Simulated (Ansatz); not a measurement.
**Al3GaN4: the gap under pressure**

Al3GaN4, Pm, a = 5.043 Å, b = 3.130 Å, c = 5.418 Å, β = 90.0°. The structure is a Materials Project entry; whether it is the stable form wasn't checked. Ansatz: PBEsol, PAW, 420 eV, Γ-centred 6×8×4 mesh on 8 atoms, Gaussian smearing 0.02 eV; no spin polarisation. Cell and atoms are relaxed at each pressure, and no other structure is tried, so the rows at high pressure may lie past a change of phase. The gap is sought over the whole zone. The pressures are the targets, met within 0.06 GPa.

```
P (GPa) gap y (eV)
   -2.0       3.393
    0.0       3.477
    2.0           ?
    5.0       3.666
   10.0       3.839
   20.0       4.150
```

**Question.** Fit y = E0 + αP + βP² to the other rows and predict the missing gap.

**Answer.** Least squares on the rows shown. y = 3.4749 + 0.039420 P − 0.00028415 P². So α = 39.4 meV/GPa at zero pressure. At P = 2.0 the fit asked for gives 3.553 eV. The run gave 3.556 eV, so the fit is 0.003 eV too low, within twice the rms miss on the fitted rows (0.002 eV).

Semilocal functionals give gaps under the measured ones; changes of the gap mostly carry over better.